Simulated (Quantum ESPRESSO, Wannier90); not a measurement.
InGaAs2 (P-4m2), plane waves to Wannier functions

```
InGaAs2
1.0
    4.22500     0.00000     0.00000
    0.00000     4.22500     0.00000
    0.00000     0.00000     5.96215
In Ga As
1 1 2
Direct
  0.00000   0.00000   0.50000
  0.50000   0.50000   0.00000
  0.50000   0.00000   0.76848
  0.00000   0.50000   0.23152
```

Cell from Materials Project (mp-1223781), symmetrised, no further relaxation. Not found in the COD (Crystallography Open Database) copy used; not checked further. Computed values, not measurements, from LDA: Quantum ESPRESSO (norm-conserving PseudoDojo potentials, cutoff 64 Ry, no spin polarisation, no spin-orbit coupling) on a Γ-centred 8×8×6 mesh, then Wannier90. Density: 8×8×6 mesh, cold smearing 0.01 Ry. Spin-orbit coupling is left out although heavy elements are present.

Valence charges of the files: In 13, Ga 13, As 15. 46 bands were computed.

Isolated groups of bands, relative to the Fermi level (bands from 23 on overlap up to the last one computed):

```tsv
bands	from (eV)	to (eV)	filling	weight on atomic waves
1–10	-35.34	-35.30	filled	As 3d 100 %
11–15	-14.92	-14.82	filled	Ga 3d 99 %
16–20	-14.37	-14.15	filled	In 4d 98 %
21–22	-11.99	-9.94	filled	As 4s 63 %, Ga 4p 11 %, In 5p 10 %
```

Wanted is a model with the orbitals In s p, Ga s p, As s p, without the filled groups that are mainly made of other shells (semicore states, and anion s where it isn't named); all higher bands stay in for disentanglement.

Task: Give num_wann, exclude_bands and num_bands, and the number of electrons that the model holds.

Result: Electrons: 1×13 + 1×13 + 2×15 = 56, or 28.0 bands' worth; no gap over 0.05 eV opens at the Fermi level at this level of theory.
num_wann = 1×4 + 1×4 + 2×4 = 16.
exclude_bands = 1-20, 20 bands, so num_bands = 46 − 20 = 26.
The model holds 56 − 2×20 = 16 electrons. With the window frozen to 1.50 eV it follows pw.x to 1.8 meV rms (states up to 1.0 eV relative to the Fermi level).
